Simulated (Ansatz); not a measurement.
AgI:
```yaml
crystal:
  lattice:
    - [0.00000, 3.17402, 3.17402]
    - [3.17402, 0.00000, 3.17402]
    - [3.17402, 3.17402, 0.00000]
  atoms:
    - { symbol: Ag, position: [0.75000, 0.75000, 0.75000] }
    - { symbol: I, position: [0.00000, 0.00000, 0.00000] }
```

Relaxed with LDA (plane waves, PAW; program Ansatz). Indices refer to the conventional cell of F-43m, a = b = c = 6.348 Å, α = β = γ = 90.00°.

### Question
Simulate the powder diffraction pattern (neutron, λ = 1.5401 Å; lines above 1 %) up to 2θ = 90°.

### Answer
Simulated powder pattern, neutron, λ = 1.5401 Å (kinematic, ideal powder, no thermal factors, coherent scattering alone; the 30 strongest lines at most, above 1 %, up to 2θ = 90°):

| 2θ (°) | d (Å) | I/Imax (%) | hkl |
|---|---|---|---|
| 24.26 | 3.665 | 86 | (111) |
| 40.13 | 2.244 | 100 | (220) |
| 47.45 | 1.914 | 75 | (311) |
| 58.05 | 1.587 | 27 | (400) |
| 63.84 | 1.456 | 47 | (331) |
| 72.92 | 1.296 | 78 | (422) |
| 78.15 | 1.222 | 48 | (511)+(333) |
| 86.66 | 1.122 | 32 | (440) |

Symmetry was held in the LDA relaxation; phonons on a q-mesh show no instability. The run is not spin-polarised. Spin–orbit coupling is left out wherever it is not named.

Potentials: the later of the program's two PAW sets.
